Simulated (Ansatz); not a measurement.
NMR crystallography of TiO₂: given against relaxed positions

Start: a structure deposited in the COD, taken as it stands.

Space group Pbca (No. 61); a = 5.1450, b = 9.1840, c = 5.4470 Å.

```csv
site,Wyckoff,site symmetry,x,y,z
Ti,8c,1,0.1371,0.1290,0.9028
O9,8c,1,0.8176,0.0101,0.8514
O17,8c,1,0.4629,0.2304,0.8870
```

One atom of each set is listed.

Method: Kohn–Sham DFT in Ansatz, PBE, plane waves and PAW (field gradients read without the response of the frozen cores, which leaves them typically 4 to 6 % off), scalar-relativistic, 420 eV cutoff, Γ-centred 5×3×4 k-points, Fermi–Dirac smearing 0.02 eV.

The largest force at the start is 0.17 eV/Å. Relaxing the ions at fixed cell moves them by 0.022 Å at most (atom 19, O) and 0.017 Å rms. End positions:

Ti (0.1389, 0.1290, 0.9051)
O9 (0.8156, 0.0096, 0.8506)
O17 (0.4641, 0.2301, 0.8909)

| site | moved (Å) | first shell before | first shell after | V_zz before (10²¹ V/m²) | η before |
| --- | --- | --- | --- | --- | --- |
| Ti | 0.016 | 6 O at 1.87–2.04 Å | 6 O at 1.86–2.07 Å | -2.21 | 0.64 |
| O9 | 0.012 | 3 Ti at 1.87–1.99 Å | 3 Ti at 1.86–2.01 Å | 2.07 | 0.70 |
| O17 | 0.022 | 3 Ti at 1.92–2.04 Å | 3 Ti at 1.92–2.07 Å | -2.41 | 0.94 |

Task: What are V_zz and η after the relaxation?

Result: 

```
site  V_zz after  η after  change of V_zz
  Ti        2.00     0.87               –
  O9        2.08     0.87           +0.01
 O17       -2.48     0.85           -0.07
```

The largest change of V_zz along a kept axis is on O17, from -2.41 to -2.48. The whole tensor moves most on Ti, by 0.80 along its most changed direction. In per cent, |V_zz| changes by 0 to +3 on O (all sites that start above 0.5, bar those whose gradient vanishes or changes sign or whose main axis turns by over 40°). Where |V_zz| stays above 0.1 and the axes keep their order, η moves most on O9, from 0.70 to 0.87. On Ti the largest principal value lies along another axis in the second run, so the two V_zz can't be compared directly.

At this cell the principal stresses reach 5 GPa in size with PBE, which can matter for small gradients.
